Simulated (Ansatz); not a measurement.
## LuAl2Ge2: reading a single point

```
Al Lu Ge
1.0
     4.21597    0.00000    0.00000
    -2.10798    3.65114    0.00000
     0.00000    0.00000    6.70400
Al Lu Ge
2 1 2
Cartesian
  -0.0002 2.4342 4.3006
  2.1082 1.2169 2.4034
  0.0000 0.0000 0.0000
  -0.0002 2.4342 1.6852
  2.1082 1.2169 5.0188
```

Method: r2SCAN, no spin polarisation; PAW, plane waves to 500 eV, 9×9×5 Γ-centred mesh, fermi-dirac occupations (width 0.0942 eV) (Ansatz 0.2.0), atoms fixed.

- Formation energy: -0.40 eV an atom against the elements' usual phases (free molecules for gases, crystals otherwise, with no correction for O₂ or N₂), so it is bound against them; other compounds may still compete. Relaxing would lower it.
- Electronic structure: It is a metal, with about 1.7 states/eV a cell as the mean within 0.25 eV of the Fermi level, mostly Lu d (44 %), Al p (17 %) and Al s (16 %).
- Stress: The pressure is -2.6 GPa (compression positive), so with the atoms held at these fractions the cell would first shrink. The principal stresses -4.7, -1.6, -1.6 GPa differ, so its shape would change too.
- Charges: Bader charges in e: Lu +1.62, Al +1.70, Ge -2.50. In the mean Al gives up most and Ge takes most.

Origin: a database entry at a rescaled volume.
